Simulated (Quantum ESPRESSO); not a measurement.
Kohn-Sham bands of BaO (NiAs type)

```
CELL_PARAMETERS angstrom
      3.81863     0.00000     0.00000
     -1.90932     3.30703     0.00000
      0.00000     0.00000     6.65420
ATOMIC_POSITIONS crystal
  Ba 0.33333 0.66667 0.25000
  Ba 0.66667 0.33333 0.75000
  O  0.00000 0.00000 0.50000
  O  0.00000 0.00000 0.00000
```

Materials Project entry mp-1008500; symmetrised, unrelaxed at this level. Not found in the COD (Crystallography Open Database) copy used, which has the formula in other groups; not checked further. Method: PBEsol plane waves in Quantum ESPRESSO 7.5 (PseudoDojo norm-conserving files, 68 Ry, spinors with spin-orbit coupling), Bloch states on a 6×6×4 mesh through Γ, Wannier90 4.0.1. Density: 12×12×6 mesh, cold smearing 0.01 Ry.

Energies are relative to the valence-band maximum; weights are on the orthonormalised atomic waves of the pseudopotential files, averaged over the group. 32 electrons a cell are treated as valence.

| bands | from (eV) | to (eV) | filling | weight on atomic waves |
|---|---|---|---|---|
| 1–4 | -25.79 | -25.43 | filled | … |
| 5–8 | -15.69 | -14.93 | filled | … |
| 9–12 | -12.59 | -11.68 | filled | … |
| 13–20 | -10.91 | -9.57 | filled | … |
| 21–32 | -2.11 | 0.00 | filled | … |

Q: Which atomic shells make up each group?

A: 
- 1–4, weight on atomic waves: Ba 5s 95 %
- 5–8, weight on atomic waves: O 2s 83 %, Ba 5p 10 %, Ba 6s 6 %
- 9–12, weight on atomic waves: Ba 5p 92 %, O 2s 5 %
- 13–20, weight on atomic waves: Ba 5p 94 %
- 21–32, weight on atomic waves: O 2p 87 %

The Kohn-Sham gap over both meshes and the path is 2.43 eV.
